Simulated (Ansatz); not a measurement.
C:
```
C
1.0
    0.00000     4.82004     4.82004
    4.82004     0.00000     4.82004
    4.82004     4.82004     0.00000
C
34
Cartesian
  2.41002   2.41002   2.41002
  0.00000   0.00000   0.00000
  3.29182   3.29182   3.29182
  8.75827   8.75827   8.75827
  6.34825   6.34825   3.29182
  5.70184   8.75827   5.70184
  3.29182   6.34825   6.34825
  5.70184   5.70184   8.75827
  6.34825   3.29182   6.34825
  8.75827   5.70184   5.70184
  6.66974   2.97033   4.86724
  4.86724   6.66974   2.97033
  2.97033   4.86724   6.66974
  4.25972   5.38035   2.36281
  5.38035   2.36281   4.25972
  2.36281   4.25972   5.38035
  2.97033   2.97033   4.77283
  4.77283   6.66974   6.66974
  6.66974   4.86724   2.97033
  5.38035   4.25972   2.36281
  4.25972   7.27726   4.25972
  7.27726   5.38035   5.38035
  2.97033   6.66974   4.86724
  4.77283   2.97033   2.97033
  6.66974   4.77283   6.66974
  4.25972   4.25972   7.27726
  5.38035   7.27726   5.38035
  2.36281   5.38035   4.25972
  6.66974   6.66974   4.77283
  4.86724   2.97033   6.66974
  2.97033   4.77283   2.97033
  5.38035   5.38035   7.27726
  4.25972   2.36281   5.38035
  7.27726   4.25972   4.25972
```

Relaxed with PBE. Special points in fractions of this cell's reciprocal vectors: Γ (0.000, 0.000, 0.000); X (0.500, 0.000, 0.500); U (0.625, 0.250, 0.625); K (0.375, 0.375, 0.750); L (0.500, 0.500, 0.500); W (0.500, 0.250, 0.750).

**Question.** List the band energies nearest the valence-band maximum at these points for PBE in the plane-wave PAW code Ansatz.

**Answer.** In eV from the valence-band maximum; about four levels below and three above (degenerate sets whole), none deeper than 8.9 eV; points with the same levels are listed once.

```json
[
 {"k": "Γ", "below": "-0.23 -0.23 -0.23 -0.03 -0.03", "above": "3.76 3.76 3.76"},
 {"k": "X", "below": "-0.53 -0.53 -0.45 -0.45", "above": "5.31 5.31 6.03 6.03"},
 {"k": "U", "below": "-0.60 -0.37 -0.37 -0.25", "above": "4.96 5.17 5.73"},
 {"k": "L", "below": "-0.57 -0.57 -0.26 -0.26 0.00", "above": "4.15 5.42 5.84 5.84"},
 {"k": "W", "below": "-0.68 -0.68 -0.29 -0.29", "above": "5.23 5.23 5.56 5.56"}
]
```

Space group Fd-3m. The start of the workflow was typed in or built on a structure type. Its sites differ from those of the usual phase in this space group: another stacking or structure type. The PBE relaxation kept the symmetry of its start; whether a distortion lowers the energy is not shown.

Potentials: the later of the program's two PAW sets.
